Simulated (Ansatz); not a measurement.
Sb (A7 type, space group R-3m)

```xyz
2
Lattice="2.1608 1.2475 3.6797 -2.1608 1.2475 3.6797 0.0000 -2.4951 3.6797" Properties=species:S:1:pos:R:3 pbc="T T T"
Sb     0.0000     0.0000     2.6095
Sb     0.0000     0.0000     8.4295
```

E(V) scan at fixed shape, V₀ the volume above. The atoms relax within the cell's symmetry.

Calculation: PBE-D3(BJ) (plane waves to 420 eV, PAW, scalar-relativistic; Ansatz, a quantum-chemistry and plane-wave program). k mesh 13×13×13 (Γ-centred), Fermi-Dirac smearing 0.05 eV. Energies are smeared free energies. With the shape held, the modulus is that of even scaling; a crystal free to change shape is softer. Sb was relaxed with its symmetry unable to fall. Spin-orbit coupling is left out, though Sb is heavy. The PAW data are Ansatz's earlier set. The zero of ΔE is the relaxed starting cell. The last digit holds for this mesh only.

```
V (Å³/atom)  ΔE (meV/atom)
-----------  -------------
27.972                17.1
28.418                 9.4
28.864                 4.1
29.311                 1.0
29.757                 0.0
30.203                 1.0
30.650                 3.7
31.096                 8.1
31.543                14.1
```

Task: What bulk modulus at fixed cell shape B₀ follows from a third-order Birch-Murnaghan fit?

Result: 46.2 GPa.

Task: What is the fitted pressure derivative B₀′?

Result: 3.9.

(A scan under strain: stresses follow from slopes of the energy per volume, elastic moduli from its curvatures.)
